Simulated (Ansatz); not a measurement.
GaP (zinc blende, F-43m), r²SCAN in the plane-wave PAW code Ansatz. The conduction-band minimum lies on the Γ–X line, 85 % of the way from Γ, with 6 equivalent valleys. Second derivatives d²E/dk² of the lowest band at one valley (eV·Å²), along Cartesian directions:

```json
[
 {"direction": "[100]", "d²E/dk²": "7.473"},
 {"direction": "[010]", "d²E/dk²": "33.85"},
 {"direction": "[001]", "d²E/dk²": "33.85"},
 {"direction": "[110]", "d²E/dk²": "20.66"},
 {"direction": "[101]", "d²E/dk²": "20.66"},
 {"direction": "[011]", "d²E/dk²": "33.72"}
]
```

### Question
Find the principal effective masses, the density-of-states mass and the conductivity mass.

### Answer
Off-diagonal terms follow from H_xy = H[110] − (H_xx + H_yy)/2, and m*/mₑ = 7.620 eV·Å² over each eigenvalue: 0.22, 0.23, 1.0. One valley's DOS mass (m₁m₂m₃)^(1/3) = 0.37, conductivity mass 3/(Σ 1/mᵢ) = 0.30 mₑ.

### Question
What effective density of states Nc follows at 300 K for parabolic valleys?

### Answer
Nc = 2.509e19 × 6 × (0.37)^(3/2) ≈ 3.4e19 cm⁻³.

### Question
With the computed static dielectric constant 11.4 (mean of the diagonal), estimate a hydrogenic donor's binding energy and radius.

### Answer
E = 13.606 eV × 0.30/11.4² ≈ 31 meV; a = 0.529 Å × ε/m* ≈ 20 Å. Semilocal masses tend to be too small where the gap is.

### Question
With ε∞ = 9.36 and ω_LO = 397 cm⁻¹, what Fröhlich coupling constant follows?

### Answer
α = (1/ε∞ − 1/ε0) √(m* × 13.606 eV/ħω_LO) = 0.17.

The r²SCAN relaxation kept the symmetry of its start; phonons on a q-mesh show no instability. Spin–orbit coupling is left out wherever it is not named.

Potentials: the later of the program's two PAW sets.
